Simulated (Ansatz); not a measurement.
LiTaO3:
```xyz
5
Lattice="3.9196 0.0000 0.0000 0.0000 3.9196 0.0000 0.0000 0.0000 3.9992" Properties=species:S:1:pos:R:3 pbc="T T T"
Ta     1.9598     1.9598     1.6341
Li     0.0000     0.0000     0.6024
O      1.9598     1.9598     3.4653
O      1.9598     0.0000     1.3602
O      0.0000     1.9598     1.3602
```

Cartesian axes are those of the cell as given.

Task: Give the high-frequency dielectric tensor and the Born effective charge tensors of the independent atoms from DFPT, PBEsol (plane waves, PAW; program Ansatz).

Result: 
ε∞:
```
4.55  0.00  0.00
0.00  4.55  0.00
0.00  0.00  4.36
```
Z* of atom 1 (Ta), rows: field, columns: displacement, in e:
```
7.59  0.00  0.00
0.00  7.59  0.00
0.00  0.00  6.82
```
Z* of atom 2 (Li), rows: field, columns: displacement, in e:
```
1.11  0.00  0.00
0.00  1.11  0.00
0.00  0.00  1.02
```
Z* of atom 3 (O), rows: field, columns: displacement, in e:
```
-1.27   0.00   0.00
 0.00  -1.27   0.00
 0.00   0.00  -5.28
```
Z* of atom 4 (O), rows: field, columns: displacement, in e:
```
-1.65   0.00   0.00
 0.00  -5.77   0.00
 0.00   0.00  -1.28
```

Space group P4mm. The start of the workflow was typed in or built on a structure type; neither database checked (COD, Materials Project) lists it. It is not the phase usual at ambient conditions (space group No. 161). The cell was relaxed with PBEsol under the symmetry of its start; its stability against distortions is not shown here. No spin polarisation was allowed. Spin–orbit coupling is left out wherever it is not named.

Potentials: the earlier of the program's two PAW sets. The files were generated under PBE; for other functionals the program regenerates the frozen cores, and for LDA and PBEsol the local potential too.
